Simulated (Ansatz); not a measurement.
One crystal and one scan (energy against volume) at two levels, PBE (plane waves to 420 eV, PAW, scalar-relativistic; Ansatz, a program for electronic structure) and PBEsol (plane waves to 420 eV, PAW, scalar-relativistic; Ansatz), each from its own relaxed cell and on its own mesh. The cell shown is that of PBE.

MoSi₂ (MoSi2 type, space group I4/mmm)

```yaml
crystal:
  lattice:
    - [-1.60846, 1.60846, 3.93652]
    - [1.60846, -1.60846, 3.93652]
    - [1.60846, 1.60846, -3.93652]
  atoms:
    - { symbol: Mo, position: [0.00000, 0.00000, 0.00000] }
    - { symbol: Si, position: [0.33511, 0.33511, 0.00000] }
    - { symbol: Si, position: [0.66489, 0.66489, 0.00000] }
```

The volume is varied about the relaxed value V₀ at fixed cell shape. The atoms relax within the cell's symmetry.

The energy includes the smearing's −TS. MoSi2 is run without spin polarisation. MoSi2 was relaxed with its symmetry unable to fall. With the shape held, the modulus is that of even scaling; a crystal free to change shape is softer. Percentages come from the unrounded values. Both scans cover V/V₀ from 0.940 to 1.060.

Results of PBE:

```
Property                                                                     Value
---------------------------------------------------------------------------  -----
Lattice constant a (Å)                                                       3.217
Lattice constant c (Å)                                                       7.873
Relaxed volume (Å³/atom)                                                     13.58
Pressure at the smallest volume (GPa)                                         14.6
Energy cost of the largest compression (meV/atom)                               35
Bulk modulus at fixed cell shape B₀ (third-order Birch-Murnaghan fit) (GPa)  205.0
Pressure for 5 % compression (fit) (GPa)                                      11.8
```

Q: Estimate the PBEsol values.

A: 
| quantity | PBEsol | PBE − PBEsol |
|---|---|---|
| Lattice constant a (Å) | 3.190 | +0.027 (+0.8 %) |
| Lattice constant c (Å) | 7.821 | +0.052 (+0.7 %) |
| Relaxed volume (Å³/atom) | 13.27 | +0.31 (+2.4 %) |
| Pressure at the smallest volume (GPa) | 15.6 | -1.0 (-6 %) |
| Energy cost of the largest compression (meV/atom) | 37 | -2 (-4 %) |
| Bulk modulus at fixed cell shape B₀ (third-order Birch-Murnaghan fit) (GPa) | 219.7 | -14.7 (-6.7 %) |
| Pressure for 5 % compression (fit) (GPa) | 12.6 | -0.8 (-7 %) |

PBE gives the higher value for: lattice constant a; lattice constant c; relaxed volume. PBE gives the lower value for: pressure at the smallest volume; bulk modulus at fixed cell shape B₀; pressure for 5 % compression. Neither level is exact: the differences show how much the result hangs on the functional.

(Under strain, the slope of the energy per volume gives the stress and its curvature an elastic modulus.)
